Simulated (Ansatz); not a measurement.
## Ca$_{3}$GeN (Pm-3m), tetragonal deformation path

Computed with DFT r2SCAN, scalar-relativistic, plane waves, PAW in Ansatz 0.2.0. Settings: plane waves to 500 eV, k-mesh 12×12×12 (Γ-centred), Gaussian smearing 0.15 eV. No spin polarisation. Energies are free energies at this smearing, counted from the undisturbed cell; pressure is positive in compression.

Reference structure (as given, not relaxed at this level; it stands at 1.4 GPa, and it needn't be the usual structure):

```
Ca Ge N
1.0
     4.75730    0.00000    0.00000
     0.00000    4.75730    0.00000
     0.00000    0.00000    4.75730
Ca Ge N
3 1 1
Direct
  0.00000 0.50000 0.50000
  0.50000 0.00000 0.50000
  0.50000 0.50000 0.00000
  0.00000 0.00000 0.00000
  0.50000 0.50000 0.50000
```

At fixed volume and fractional coordinates, lengths along (0.000, 0.000, 1.000) are scaled against those across it; ρ is that ratio over its starting value. The cell is metallic on the mesh throughout.

Q: Over the sampled range (0.707 to 1.414), is the undisturbed cell the lowest point?

A: Yes, every other sampled point lies higher.

The scan:

| ρ | ΔE (meV/atom) |
| --- | --- |
| 0.707 | 572.7 |
| 0.780 | 268.6 |
| 0.850 | 109.8 |
| 1.000 | 0.0 |
| 1.200 | 129.5 |
| 1.300 | 274.5 |
| 1.414 | 486.1 |

Cost: 7 runs of about 7.2 core-minutes in all, on Oxide Virtual Turin-like Processor (Zen 5) (shared hosts).